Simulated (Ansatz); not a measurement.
PtSe$_{2}$ in space group Pnnm (No. 58; Pt on 2a, Se on 4g) under volume change, the program Ansatz at the PBE level (PAW), shape and atoms relaxed at each volume.

| V (Å³/atom) | E − E(relaxed) (meV/atom) | P (GPa) |
|---|---|---|
| 19.459 | 65.1 | 11.87 |
| 20.101 | 27.1 | 7.20 |
| 20.742 | ___ | ___ |
| 21.384 | 0.0 | 0.00 |
| 22.025 | ___ | ___ |
| 22.667 | 20.9 | -4.89 |
| 23.308 | 44.1 | -6.58 |

Task: Some entries are withheld; supply them.

Result: 
- 22.025, E − E(relaxed) (meV/atom): 5.6
- 22.025, P (GPa): -2.70
- 20.742, E − E(relaxed) (meV/atom): 6.4
- 20.742, P (GPa): 3.28

Task: What does a third-order Birch–Murnaghan fit give for V₀, B₀ and B′?

Result: V₀ = 21.39 Å³/atom, B₀ = 97.5 GPa, B′ = 5.4.

A made-up cell: these elements were put on the sites of a structure type; neither database checked (COD, Materials Project) lists it. COD files the formula under space group No. 164, so this cell is another polymorph or a model. Whether it is the stable phase at ambient conditions was not checked. Symmetry was held in the PBE relaxation; its stability against distortions is not shown here. The run is not spin-polarised. Spin–orbit coupling is left out wherever it is not named.

Potentials: the later of the program's two PAW sets.
